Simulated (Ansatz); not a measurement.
Q: Each is relaxed and computed with plane-wave PAW PBE (Ansatz code). Which is the only one with a gap?
A) Si3Ge, P-4m2 (Si on 2g, Si on 1a, Ge on 1c)
B) SiGe, CsCl type
C) SiMo3, Fm-3m (Si on 4a, Mo on 4b, Mo on 8c)
D) Y3Si5, P-62m (Y on 3f, Si on 2d, Si on 3g)

A: A, Si3Ge, P-4m2 (Si on 2g, Si on 1a, Ge on 1c). Si3Ge: gap 0.39 eV (indirect); SiGe: metal; Y3Si5: metal; SiMo3: metal. Constructed cells (a structure type filled with these elements, in neither database checked): SiGe, CsCl type; SiMo3, Fm-3m (Si on 4a, Mo on 4b, Mo on 8c). Typed or built starts, not in the databases checked: Si3Ge, P-4m2 (Si on 2g, Si on 1a, Ge on 1c); Y3Si5, P-62m (Y on 3f, Si on 2d, Si on 3g). All cells were relaxed under the symmetry of their starts (and spin orders); stability against distortions was not tested throughout. Rows with no word on spin ran without spin polarisation. Spin–orbit coupling is left out wherever it is not named.

Potentials: the earlier of the program's two PAW sets.
